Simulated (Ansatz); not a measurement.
Relaxed candidate structures of VN:

**A**
```
CELL_PARAMETERS angstrom
      2.74138     0.00000     0.00000
     -1.37069     2.37411     0.00000
      0.00000     0.00000     5.09800
ATOMIC_POSITIONS crystal
  N  0.00000 0.00000 0.00000
  N  0.00000 0.00000 0.50000
  V  0.33333 0.66667 0.25000
  V  0.66667 0.33333 0.75000
```

**B**
```
CELL_PARAMETERS angstrom
      2.51361     0.00000     0.00000
      0.00000     2.51361     0.00000
      0.00000     0.00000     2.51361
ATOMIC_POSITIONS crystal
  N  0.00000 0.00000 0.00000
  V  0.50000 0.50000 0.50000
```

**C**
```xyz
6
Lattice="1.4987 0.8653 8.0484 -1.4987 0.8653 8.0484 0.0000 -1.7305 8.0484" Properties=species:S:1:pos:R:3 pbc="T T T"
N      0.0000     0.0000     0.0968
N      0.0000     0.0000     5.4434
N      0.0000     0.0000    18.8299
V      0.0000     0.0000     1.9516
V      0.0000     0.0000     7.2956
V      0.0000     0.0000    20.7096
```

**D**
```cif
data_N2V2
_chemical_formula_sum 'V2 N2'
_space_group_name_H-M_alt 'P 1'
_space_group_IT_number 1
_cell_length_a 2.84976
_cell_length_b 2.84976
_cell_length_c 4.16114
_cell_angle_alpha 90.000
_cell_angle_beta 90.000
_cell_angle_gamma 90.000
loop_
_space_group_symop_operation_xyz
  'x, y, z'
loop_
_atom_site_label
_atom_site_type_symbol
_atom_site_fract_x
_atom_site_fract_y
_atom_site_fract_z
_atom_site_occupancy
V1 V 0.00000 0.50000 0.22152 1
V2 V 0.50000 0.00000 0.77848 1
N1 N 0.00000 0.50000 0.73350 1
N2 N 0.50000 0.00000 0.26650 1
```

Q: Put the candidates in order of energy per atom, lowest first, for PBEsol (plane waves to 420 eV, PAW, scalar-relativistic; Ansatz, a quantum-chemistry and plane-wave program).

A: A (reference), D (+0.09 eV/atom), C (+0.33 eV/atom), B (+0.58 eV/atom)

The lowest structure calculated, P-6m2, hP2, AFLOW prototype AB_hP2_187_d_a (B_h, as in WC), is not among these; it lies 0.11 eV/atom below the lowest of them. 2 runs with a doubtful electronic state, a coarser numerical grid, an end not at rest or a source that can't be used are left out. Each run could gain symmetry but not lose that of its start, so entries can be saddle points. All of these are generated cells (placed on structure types, drawn at random, substituted or restacked) that were not matched to a known phase here. Static energies at zero pressure. Each cell has its own k-point mesh; energy differences are given only to the digits this allows. No spin polarisation in the result.
